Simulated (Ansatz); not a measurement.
HfW₂ (cubic Laves (MgCu2 type), space group No. 227), a = b = c = 7.5422 Å, α = β = γ = 90.00°; the cell used has 6 atoms.

Relaxed with PBEsol.

Problem. Which orbitals make up the states near the Fermi level in PBEsol in the plane-wave PAW code Ansatz?

Solution. Within 0.5 eV of the Fermi level: W 5d 56 %, Hf 5d 30 %, W 6s 6 %, outside the projected shells 7 %. Projections are on Löwdin-orthogonalised atomic valence shells; empty p or d shells of many metals are not among them.

Problem. Tabulate the density of states.

Solution. States/eV per cell of 6 atoms, in 0.25 eV bins, energy from the Fermi level.

```tsv
E (eV)	total	W 5d	Hf 5d	W 6s
-7.85	0.29	0.02	0.00	0.17
-7.60	0.37	0.02	0.00	0.22
-7.35	0.45	0.03	0.00	0.27
-7.10	0.53	0.05	0.01	0.33
-6.85	0.64	0.07	0.01	0.39
-6.60	0.80	0.11	0.02	0.49
-6.35	1.07	0.20	0.04	0.64
-6.10	1.02	0.20	0.05	0.61
-5.85	1.09	0.32	0.06	0.55
-5.60	1.26	0.52	0.08	0.50
-5.35	1.43	0.73	0.10	0.39
-5.10	2.18	1.01	0.19	0.38
-4.85	3.30	1.21	0.44	0.84
-4.60	2.54	1.22	0.42	0.52
-4.35	6.33	3.63	0.98	0.81
-4.10	7.22	4.50	1.10	0.65
-3.85	4.36	2.89	0.69	0.39
-3.60	3.78	2.66	0.54	0.40
-3.35	4.05	2.97	0.53	0.40
-3.10	3.78	2.77	0.55	0.32
-2.85	3.20	2.43	0.44	0.22
-2.60	7.14	5.72	0.86	0.34
-2.35	9.68	7.87	1.05	0.42
-2.10	7.81	6.27	0.82	0.38
-1.85	6.08	4.69	0.86	0.25
-1.60	6.73	4.85	1.30	0.28
-1.35	9.75	6.52	2.27	0.38
-1.10	10.17	5.93	3.02	0.45
-0.85	9.56	4.96	3.33	0.48
-0.60	6.00	2.55	2.58	0.28
-0.35	2.52	1.19	0.88	0.16
-0.10	2.77	1.56	0.83	0.14
0.15	2.30	1.44	0.56	0.14
0.40	2.48	1.56	0.59	0.14
0.65	2.88	1.76	0.79	0.13
0.90	3.94	2.35	1.24	0.10
1.15	8.31	4.84	2.84	0.16
1.40	6.86	3.45	2.74	0.15
1.65	5.26	2.83	1.97	0.08
1.90	3.95	1.98	1.64	0.05
2.15	2.39	1.15	1.00	0.03
2.40	3.35	2.34	0.81	0.02
2.65	6.85	5.23	1.28	0.05
2.90	6.44	4.68	1.38	0.08
3.15	6.10	4.36	1.43	0.06
3.40	7.54	5.13	1.97	0.08
3.65	6.43	3.80	2.23	0.07
3.90	4.89	2.73	1.68	0.08
```

Space group Fd-3m (cubic Laves (MgCu2 type)). The first step of the workflow began from a Materials Project structure, measured or hypothetical; the Crystallography Open Database files this formula in space group No. 227, but the cells were not matched. Its standing as an ambient phase is unchecked. The PBEsol relaxation kept the symmetry of its start; whether a distortion lowers the energy is not shown. No spin polarisation was allowed. Scalar-relativistic: spin–orbit coupling is off unless named, which matters more the heavier the elements.

Potentials: the later of the program's two PAW sets.
